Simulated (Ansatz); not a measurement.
Li (bcc (W type), Im-3m) under volume change, plane-wave PAW PBEsol (Ansatz code), scaled uniformly.

```csv
V (Å³/atom),E − E(relaxed) (meV/atom),P (GPa)
18.430,…,…
19.038,3.4,0.94
19.646,0.8,0.44
20.253,0.0,0.00
20.861,…,…
21.468,2.9,-0.72
22.076,6.2,-1.02
```

### Question
Fill in the missing entries.

### Answer

- 20.861, E − E(relaxed) (meV/atom): 0.7
- 20.861, P (GPa): -0.38
- 18.430, E − E(relaxed) (meV/atom): 8.0
- 18.430, P (GPa): 1.51

### Question
What does a third-order Birch–Murnaghan fit give for V₀, B₀ and B′?

### Answer
V₀ = 20.25 Å³/atom, B₀ = 13.7 GPa, B′ = 3.3.

The PBEsol relaxation kept the symmetry of its start; phonons on a q-mesh show no instability.

Potentials: the earlier of the program's two PAW sets.
